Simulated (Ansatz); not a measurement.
InAgTe$_{2}$ (chalcopyrite)

```xyz
8
Lattice="-3.2155 3.2155 6.3837 3.2155 -3.2155 6.3837 3.2155 3.2155 -6.3837" Properties=species:S:1:pos:R:3 pbc="T T T"
Ag     0.0000     3.2155     3.1918
Ag     0.0000     0.0000     0.0000
In     3.2155     0.0000     3.1918
In     0.0000     0.0000     6.3837
Te     1.6078     1.5516    -1.5959
Te     1.6078     1.6639     4.7878
Te     1.6639    -1.6078     7.9796
Te     1.5516     4.8233     1.5959
```

The volume is varied about the relaxed value V₀ at fixed cell shape. The atoms relax within the cell's symmetry.

Computed with PBEsol (plane waves to 420 eV, PAW, scalar-relativistic; Ansatz, a first-principles code). k mesh 7×7×7 (Γ-centred), Fermi-Dirac smearing 0.05 eV. Energies are smeared free energies. Compression counts positive. With the shape held, the modulus is that of even scaling; a crystal free to change shape is softer. InAgTe2 was relaxed with its symmetry unable to fall. Spin-orbit coupling is left out, though Te is heavy. ΔE is measured from the relaxed starting cell.

| V (Å³/atom) | ΔE (meV/atom) |
|---|---|
| 31.022 | 18.7 |
| 31.353 | withheld |
| 31.683 | 8.0 |
| 32.013 | 4.4 |
| 32.343 | 1.9 |
| 32.673 | 0.5 |
| 33.003 | 0.0 |
| 33.333 | 0.4 |
| 33.663 | 1.8 |
| 33.993 | 3.9 |
| 34.323 | 6.8 |
| 34.653 | 10.4 |
| 34.983 | 14.6 |

Task: Fit a third-order Birch-Murnaghan form (E₀, V₀, B₀, B₀′ free) to the given rows and predict ΔE at V = 31.353.

Result: Least squares on the 12 given rows: ΔE = E₀ + (9V₀B₀/16)·y²·[2 + (B₀′ − 4)y], y = (V₀/V)^(2/3) − 1, with V₀ = 33.002 Å³/atom, B₀ = 44.42 GPa (160.2 GPa = 1 eV/Å³; the term in eV is multiplied by 1000), B₀′ = 5.15, E₀ = 0.02 meV/atom; root-mean-square residual 0.03 meV/atom. At 31.353 the fit gives 12.7 meV/atom; the calculation gives 12.7 meV/atom, the same to the digits shown. For the pressure the fit gives 2.60 GPa against the computed 2.60 GPa.

(Under strain, the slope of the energy per volume gives the stress and its curvature an elastic modulus.)
